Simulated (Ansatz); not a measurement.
Method: PBE, no spin polarisation; PAW, plane waves to 420 eV, 7×7×7 Γ-centred mesh, fermi-dirac occupations (width 0.0151 eV) (Ansatz 0.2.0), atoms fixed.

Computed maps in the lattice plane spanned by a (left to right, 6.14 Å, 19 points from zero) and b (bottom to top, 6.14 Å, 19 points from zero), 101° apart, at height 0.000 along c. The fields are smooth PAW ones with compensation charges, not the true ones near nuclei.

Valence density. Digits on a logarithmic scale: 0 up to 0.03 e/Å³, each further digit a factor of 1.6, 9 from 1.3 e/Å³ up:
```
9996345788876434799
9974346887887534689
7642357870887533467
4322357887886422344
3211346888875322333
4211235678765434554
5321134678876556776
6421124689997678887
7421124799998788888
7421135799998887078
6421235799987788788
5321234677766688887
4211234455444567765
3222223333223345544
4432222221111233333
7764221111111112246
9986321222222112479
9997422344443223699
8997434567765434799
```

ELF. Ten even steps from '0' (0.00) to '9' (0.92):
```
3896028998899711896
9981079961699710699
8620289920399710268
1000489942687400001
0000378988985100111
5200147888753114777
8410014555433357999
8610012331123588999
8610012310014796368
8510012300015882018
8400012320135884269
7200012333335899999
4100011222224789998
0000001111111478872
1110000000000134200
8862000000000000016
9996100001111000289
3698101245664200698
0398104788888501893
```

Problem. The cell is SrAl2GeS4. Which atoms lie within 0.2 Å of this plane, and where (fractions of a and b)?

Solution. Ge at (0.50, 0.50), S at (0.47, 0.84), S at (0.84, 0.47), Sr at (0.00, 0.00). The whole cell:
```
Ge Al S Sr
1.0
    -3.34309    3.34309    3.92524
     3.34309   -3.34309    3.92524
     3.34309    3.34309   -3.92524
Ge Al S Sr
1 2 4 1
Direct
  0.50000 0.50000 0.00000
  0.75000 0.25000 0.50000
  0.25000 0.75000 0.50000
  0.53230 0.53230 0.37660
  0.46770 0.84430 0.00000
  0.15570 0.15570 0.62340
  0.84430 0.46770 0.00000
  0.00000 0.00000 0.00000
```

Origin: a known structure type with other elements, at an estimated volume, so it need not be a known compound. Caveats: many states at the Fermi level without spin polarisation, so a magnetic state may lie lower; atoms or cell far from equilibrium.
